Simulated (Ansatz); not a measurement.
The cell of AlVC4N4 is invented: stacked square cyanide-bridged sheets (Cmmm, No. 65). The dimensions are guesses.

Space group Cmmm (No. 65). a = 7.141 Å, b = 7.257 Å, c = 7.141 Å, α = 90.00°, β = 90.00°, γ = 90.00°
```json
{"atom": "Al", "site": "2c", "symmetry": "mmm", "x": "0.5000", "y": "0.0000", "z": "0.5000"}
{"atom": "V", "site": "2a", "symmetry": "mmm", "x": "0.0000", "y": "0.0000", "z": "0.0000"}
{"atom": "C", "site": "8o", "symmetry": ".m.", "x": "0.8102", "y": "0.0000", "z": "0.8102"}
{"atom": "N", "site": "8o", "symmetry": ".m.", "x": "0.6943", "y": "0.0000", "z": "0.6943"}
```

These are results of DFT PBE, scalar-relativistic, plane waves, PAW in Ansatz 0.2.0, not measurements. Cutoff 420 eV, Gaussian smearing, Γ-centred meshes. Cell and atoms relax first on a coarse mesh and then on a finer one. In between, the cell is made exact in the group found at 0.06 Å. In metals the finer mesh still leaves noise of several meV/atom or more. The steps can't lower the symmetry of their start. Collinear spin, starting moments V 2.0 μB.

A guess keeps its type if space group and coordination stay and the shape of the cell changes little (axis ratios within about 15 %, angles within 6°); the volume may change.

Problem. Does this structure survive the relaxation?

Solution. It keeps its type. The symmetry stays Cmmm (No. 65). The volume per atom grows by 12.7 %, from 18.5 to 20.9 Å³. The shortest distance goes from 1.17 Å (C–N) to 1.18 Å (C–N). Counting neighbours within 15 % of an atom's shortest distance, the start has Al 4, C 1, N 1, V 4 and the end Al 4, C 1, N 1, V 4.

The last run used collinear spin, an 8×8×6 mesh (in the run's order of axes) for its 10-atom cell and Gaussian smearing of 0.10 eV. Weakly bound directions are ill-defined at this level, which has no dispersion term. The magnetic state reached may not be the lowest. A structure relaxed within its symmetry needn't be a true minimum.
